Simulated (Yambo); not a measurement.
G0W0@LDA for BaTiP₂O₈ (space group C2/m, No. 12) in Yambo (2×2×1 mesh, 7 Ry block, plasmon pole, screening fixed), without a terminator:

```
bands N in G  gap (-0.5, -0.5, 0) → Γ (eV)  shift of the valence edge (eV)
------------  ----------------------------  ------------------------------
104                                  5.426                          -0.209
169                                  5.439                          -0.478
256                                  5.442                          -0.659
```

### Question
Extrapolate both columns to infinite N with E(N) = E∞ + A/N, test the form, and compare with the terminator.

### Answer
From two points, E∞ = (N2 E2 − N1 E1)/(N2 − N1). The two largest N give 5.45 eV for the gap and -1.01 eV for the shift; the two smallest give 5.46 eV and -0.91 eV. For the gap the slopes A are -3.5 and -1.5 eV: the form isn't reached, and its limit is uncertain. For the shift the slopes A are 73 and 90 eV: the form isn't reached, and its limit is uncertain. With the Bruneval-Gonze terminator and 256 bands the run gives 5.32 eV and -0.87 eV, 0.13 eV and 0.14 eV from the extrapolated values: the terminator too is an estimate of the remainder. Block, mesh and the bands in W are held fixed.

Geometry of the Materials Project entry, not relaxed at this level; primitive cell a = 4.916 Å, b = 4.916 Å, c = 7.841 Å, α = 93.49°, β = 93.49°, γ = 64.64°.

The structure is a Materials Project entry; no match was found in the copy of COD used, and its stability was not checked.

A shift is the quasiparticle energy of the state minus its LDA energy.
